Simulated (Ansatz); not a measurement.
WS2 on the sites of the 2H bulk structure (relaxed group P6_3/mmc) at its r2SCAN+rVV10 geometry, run in Ansatz at 3 levels of theory. No magnetic order and no zero-point or thermal motion.

The PBE+SOC input:
```yaml
crystal:
  lattice:
    - [3.1699447676, 0.0, 0.0]
    - [-1.5849723838, 2.7452526973, 0.0]
    - [0.0, 0.0, 12.4911938316]
  atoms:
    - { symbol: W, position: [0.6666666667, 0.3333333333, 0.25] }
    - { symbol: W, position: [0.3333333333, 0.6666666667, 0.75] }
    - { symbol: S, position: [0.6666666667, 0.3333333333, 0.624892868] }
    - { symbol: S, position: [0.3333333333, 0.6666666667, 0.375107132] }
    - { symbol: S, position: [0.6666666667, 0.3333333333, 0.875107132] }
    - { symbol: S, position: [0.3333333333, 0.6666666667, 0.124892868] }
kpoints:
  mp_grid: { grid: [12, 12, 2] }
  band_path:
    path:
      - [0.0, 0.0, 0.0]
      - [0.5, 0.0, 0.0]
      - [0.3333333333, 0.3333333333, 0.0]
      - [0.0, 0.0, 0.5]
      - [0.5, 0.0, 0.5]
      - [0.3333333333, 0.3333333333, 0.5]
      - [0.171875, 0.174479, 0.0]
    npoints: 1
hamiltonian:
  xc: pbe
scf:
  occupations: { method: fermi_dirac, width: 0.02 }
  n_extra_bands: 10
magnetization:
  noncollinear: true
  spin_orbit: true
output:
  forces: true
  stress: true
  eigenvalues: true
```

Main results, then, where recorded, the levels near the gap in eV from the Fermi energy (columns number the bands from 0), one row a point of the path (Γ, M, K, A, L, H, K–Γ (0.48)):
```
Crystal: 6 atoms, lattice volume = 108.702 Å³
Symmetry: 24 space group operations + 24 with time reversal
Magnetic group: BNS 194.264 (UNI 1494)
```
```
Basis set: ecut = 420 eV, 2105 PW (Γ)
Bands: 62, of which v1, the nominal top of the filled ones, is band 52 counted from 1 (51 counted from 0)
k-points: 38 of 288
Free energy (F): -24432.001657 eV
Fermi energy:    11.868862 eV
--- Forces (eV/Å), atoms counted from 1 ---
  atom   1  W       0.00000      0.00000      0.00000
  atom   2  W       0.00000      0.00000      0.00000
  atom   3  S       0.00000      0.00000    -0.19204
  atom   4  S       0.00000      0.00000      0.19204
  atom   5  S       0.00000      0.00000      0.19204
  atom   6  S       0.00000      0.00000    -0.19204
--- Stress (GPa, compression-positive) ---
        2.748767       0.000000       0.000000
        0.000000       2.748767       0.000000
        0.000000       0.000000       4.151034
  P = ⅓ Tr σ = 3.2162 GPa (32.162 kbar)
```
```tsv
band_46	band_47	band_48	band_49	band_50	band_51	band_52	band_53	band_54	band_55	band_56	band_57
-2.090	-2.090	-1.580	-1.580	-0.481	-0.481	1.700	1.700	1.704	1.704	1.717	1.717
-2.433	-2.433	-2.070	-2.070	-1.972	-1.972	1.661	1.661	1.698	1.698	2.166	2.166
-3.383	-3.383	-1.363	-1.363	-0.903	-0.903	0.676	0.676	0.712	0.712	1.705	1.705
-2.657	-2.657	-0.792	-0.792	-0.792	-0.792	1.705	1.705	1.705	1.705	1.746	1.746
-2.465	-2.465	-2.022	-2.022	-2.022	-2.022	1.682	1.682	1.682	1.682	2.262	2.262
-3.516	-3.516	-1.353	-1.353	-0.931	-0.931	0.681	0.681	0.711	0.711	2.138	2.138
-2.398	-2.398	-2.121	-2.121	-1.888	-1.888	0.511	0.511	1.322	1.322	1.622	1.622
```

The PBE+SOC gap is indirect, 0.99 eV (Γ to K–Γ (0.48 of the way from K)), below the direct gap of 1.58 eV at K.

Task: Another run on the same cell gave
```
Basis set: ecut = 500 eV, 2763 PW (Γ)
Bands: 31, of which v1, the nominal top of the filled ones, is band 26 counted from 1 (25 counted from 0)
k-points: 38 of 288
Free energy (F): -24423.281771 eV
Fermi energy:    11.240345 eV
--- Forces (eV/Å), atoms counted from 1 ---
  atom   1  W       0.00000      0.00000      0.00000
  atom   2  W       0.00000      0.00000      0.00000
  atom   3  S       0.00000      0.00000      0.05219
  atom   4  S       0.00000      0.00000    -0.05219
  atom   5  S       0.00000      0.00000    -0.05219
  atom   6  S       0.00000      0.00000      0.05219
--- Stress (GPa, compression-positive) ---
        1.312356       0.000000       0.000000
        0.000000       1.312356       0.000000
        0.000000       0.000000       1.122802
  P = ⅓ Tr σ = 1.2492 GPa (12.492 kbar)
```
```tsv
band_23	band_24	band_25	band_26	band_27	band_28
-1.713	-1.152	0.000	2.434	2.434	2.442
-1.983	-1.752	-1.589	2.371	2.411	2.713
-3.092	-0.773	-0.601	1.296	1.296	2.327
-2.414	-0.333	-0.333	2.429	2.429	2.429
-2.066	-1.660	-1.660	2.389	2.389	2.847
-3.226	-0.695	-0.695	1.296	1.296	2.812
-2.013	-1.610	-1.576	1.151	1.944	2.234
```
Which level of theory and mesh gave it?

Result: It is r2SCAN, on 12×12×2; the blocks that differ from the first input, but for the band path:
```yaml
hamiltonian:
  xc: r2scan
scf:
  occupations: { method: fixed }
  n_extra_bands: 5
```
(magnetization left out)
r2SCAN gives an indirect gap of 1.15 eV, from Γ to K–Γ (0.48 of the way from K); the least direct gap is 1.90 eV at K. With the atoms held, the mean pressure is +1.25 GPa (compression positive).

Task: In the first input these blocks are replaced (the band path and keys that only write files left aside):
```yaml
kpoints:
  mp_grid: { grid: [6, 6, 2] }
hamiltonian:
  xc: hse06
scf:
  occupations: { method: fixed }
  n_extra_bands: 5
```
(magnetization left out)
What comes out?

Result:
```
Basis set: ecut = 420 eV, 2105 PW (Γ)
Bands: 31, of which v1, the nominal top of the filled ones, is band 26 counted from 1 (25 counted from 0)
k-points: 14 of 72
Exchange kernel: α = 0.2500, screened, ω = 0.2079 Å⁻¹, Wigner–Seitz truncation, v(0) = 1044.3626 eV·Å³, q-mesh 6×6×2
hybrid outer 1: dexx = +1.717e-2 eV, tail = 2.21e-5 eV
hybrid outer 2: dexx = +2.574e-6 eV, tail = 9.50e-9 eV, Δε = 1.41e-3 eV, ΔF = 3.26e-3 eV/Å
Free energy (F): -24386.879096 eV
Fermi energy:    11.037336 eV
--- Forces (eV/Å), atoms counted from 1 ---
  atom   1  W       0.00000      0.00000      0.00000
  atom   2  W       0.00000      0.00000      0.00000
  atom   3  S       0.00000      0.00000      0.28640
  atom   4  S       0.00000      0.00000    -0.28640
  atom   5  S       0.00000      0.00000    -0.28640
  atom   6  S       0.00000      0.00000      0.28640
--- Stress (GPa, compression-positive) ---
       -1.584869       0.000000       0.000000
        0.000000      -1.584869       0.000000
        0.000000       0.000000      -0.349497
  P = ⅓ Tr σ = -1.1731 GPa (-11.731 kbar)
```
```tsv
band_23	band_24	band_25	band_26	band_27	band_28
-1.894	-1.214	0.000	2.979	2.979	2.988
-2.122	-1.916	-1.735	2.919	2.962	3.282
-3.367	-0.762	-0.578	1.679	1.679	2.879
-2.527	-0.357	-0.357	2.972	2.972	2.972
-2.208	-1.815	-1.815	2.939	2.939	3.428
-3.510	-0.677	-0.677	1.680	1.680	3.394
-2.220	-1.719	-1.686	1.573	2.430	2.755
```
With HSE06 the valence top lies at Γ and the conduction bottom at K–Γ (0.48 of the way from K), 1.57 eV higher; the smallest vertical gap, at K, is 2.26 eV. With the atoms held, the mean pressure is -1.2 GPa (compression positive). (The program warns that its thresholds are loose for a hybrid's stress.)

The hybrids run on coarser meshes, which limits their stresses and small splittings of levels.

Totals of different functionals, or with and without spin-orbit coupling, can't be compared.

Only the levels marked +SOC include spin-orbit coupling.

The meshes of the hybrids are coarse, so their gaps aren't converged to the digits shown.
